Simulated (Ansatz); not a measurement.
Sr2MoO4:
```
CELL_PARAMETERS angstrom
     -1.93910     1.93910     6.39734
      1.93910    -1.93910     6.39734
      1.93910     1.93910    -6.39734
ATOMIC_POSITIONS crystal
  Sr 0.35128 0.35128 0.00000
  Sr 0.64872 0.64872 0.00000
  Mo 0.00000 0.00000 0.00000
  O  0.50000 0.00000 0.50000
  O  0.00000 0.50000 0.50000
  O  0.83629 0.83629 0.00000
  O  0.16371 0.16371 0.00000
```

Relaxed with PBEsol. Special points in fractions of this cell's reciprocal vectors: Γ (0.000, 0.000, 0.000); X (0.000, 0.000, 0.500); P (0.250, 0.250, 0.250); N (0.000, 0.500, 0.000); M (0.500, 0.500, -0.500); S (0.273, 0.727, -0.273); S0 (-0.273, 0.273, 0.273); R (-0.046, 0.046, 0.500); G (0.500, 0.500, -0.046).

Q: List the band energies nearest the Fermi level at these points for DFT-PBEsol in the program Ansatz with PAW potentials.

A: In eV from the Fermi level; about four levels below and three above (degenerate sets whole), none deeper than 8.9 eV; points with the same levels are listed once.

```csv
k,below,above
Γ,-3.09 -3.09 -1.84 -0.70 -0.70,1.62 2.27 2.41
X,-3.65 -3.57 -3.36 -2.90,1.39 1.64 2.11
P,-3.69 -3.57 -3.10 -3.10,1.48 1.48 2.13
N,-3.66 -3.45 -3.43 -0.29,1.05 1.31 3.01
M,-3.30 -3.30 -1.83 -0.22 -0.22,1.49 2.42 2.56
S,-3.66 -3.61 -3.36 -0.26,1.00 1.30 2.94
R,-3.60 -3.58 -3.41 -2.91,1.33 1.59 2.03
```

Space group I4/mmm. The workflow started from a Materials Project entry (that database holds measured and hypothetical structures alike); the Crystallography Open Database copy checked does not list it. Whether it is the stable phase at ambient conditions was not checked. The cell was relaxed with PBEsol under the symmetry of its start; whether a distortion lowers the energy is not shown. No spin polarisation was allowed. No Hubbard U is applied. Scalar-relativistic: spin–orbit coupling is off unless named, which matters more the heavier the elements.

Potentials: the later of the program's two PAW sets.
